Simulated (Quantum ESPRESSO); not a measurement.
# One change at a time to AlNbPdRe3Zr2

These are calculations, not measurements. They come from Quantum ESPRESSO 7.5, a public plane-wave density functional program. Each row is one single-point run on a made-up periodic cell of eight metal atoms, with elements, volume, strain and displacements drawn at random and not relaxed, so a cell may be unstable or far from any real phase. There is no spin polarisation or spin-orbit coupling.

Settings: PBE unless stated; PseudoDojo standard norm-conserving files; Fermi-Dirac width 0.25 eV, which means electrons at about 2900 K; cutoff 1116 eV; 5 x 5 x 4 k mesh shifted half a step off Gamma. E is the free energy of the whole cell (internal energy minus TS), so a -TS column is already part of it. Stress is positive in tension, and the pressure P is minus a third of its trace.

Checks: one run of this series was repeated at a higher cutoff and on a denser mesh, which moved values by no more than 0.003 eV, 0.03 GPa and 0.012 eV/Å, and a second program with other atomic files agreed on it to 2 % rms in force and 0.5 GPa in pressure. Known limits: heavy elements are run without spin-orbit coupling, which real alloys of them have; a spin test at this wide smearing found no moment, but such smearing suppresses magnetism that the real alloy may have.

The lattice is hexagonal close-packed, and the cell vectors in Å are (4.246, -2.497, 0.032); (-2.910, -0.078, -4.783); (2.860, 5.045, 0.113), a volume of 135.29 Å³ in run 1. The elements on sites 1 to 8 are Re Re Nb Zr Pd Re Al Zr. Each later run makes one change to run 1 and keeps the rest. E is counted from run 1, and is n/a where other atomic files have another zero of energy.

| run | change | V (Å³) | P (GPa) | -TS (eV) | rms force (eV/Å) | largest change of a force component (eV/Å) | E (eV) |
|---|---|---|---|---|---|---|---|
| 1 | none | 135.29 | 3.03 | -1.657 | 0.723 | 0.000 | 0.000 |
| 2 | sites 2 and 7 exchanged | 135.29 | 2.90 | -1.436 | 0.636 | 0.831 | -0.654 |
| 3 | all lengths scaled by -1.60 % | 128.91 | 13.48 | -1.566 | 0.884 | 0.391 | ? |
| 4 | LDA in place of PBE | 135.29 | -7.71 | -1.667 | 0.629 | 0.245 | n/a |
| 5 | In on site 5 | 135.29 | 11.92 | -1.669 | 0.913 | 0.934 | n/a |
| 6 | site 8 moved by -0.13 Å along y | 135.29 | 2.95 | -1.647 | 0.664 | 1.148 | -0.106 |

## Worked estimate

Along a uniform scaling dE = -P dV. The mean of the two pressures is 8.255 GPa and the volume changes by -6.38 Å³, with 160.2 GPa to one eV/Å³. The same two rows give -V dP/dV = 216 GPa for this cell with clamped atoms, which is not the bulk modulus of a real alloy.

## Withheld value

Question: what E should run 3 give?

The estimate is 0.329 eV. The calculation gave 0.322 eV. The mean of two end points misses the curvature of P, and the finite cutoff adds a little.
